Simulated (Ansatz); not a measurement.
Here is the system:

Ba4Sb2O:
```
CELL_PARAMETERS angstrom
     -2.60148     2.60148     9.03767
      2.60148    -2.60148     9.03767
      2.60148     2.60148    -9.03767
ATOMIC_POSITIONS crystal
  Ba 0.67048 0.67048 0.00000
  Ba 0.32952 0.32952 0.00000
  Ba 0.50000 0.00000 0.50000
  Ba 0.00000 0.50000 0.50000
  Sb 0.86248 0.86248 0.00000
  Sb 0.13752 0.13752 0.00000
  O  0.50000 0.50000 0.00000
```

This is the PBEsol-relaxed structure.

**Question.** All from the program Ansatz at the PBEsol level (PAW), unless another level is named. Give the electronic dielectric constant ε∞ (DFPT).

**Answer.** 10.8 (xx = yy), 9.08 (zz).

**Question.** Next, the Bader charges?

**Answer.** Ba +1.21 to +1.25, Sb -1.75, O -1.42 e.

**Question.** Predict the Born charges (a third of the trace).

**Answer.** Ba +2.66 to +2.73, Sb -3.76, O -3.24 e.

Space group I4/mmm. The workflow started from a Materials Project entry (that database holds measured and hypothetical structures alike); the Crystallography Open Database files this formula in space group No. 139, but the cells were not matched. Its standing as an ambient phase is unchecked. Symmetry was held in the PBEsol relaxation; whether a distortion lowers the energy is not shown. Scalar-relativistic: spin–orbit coupling is off unless named, which matters more the heavier the elements.

Potentials: the later of the program's two PAW sets.
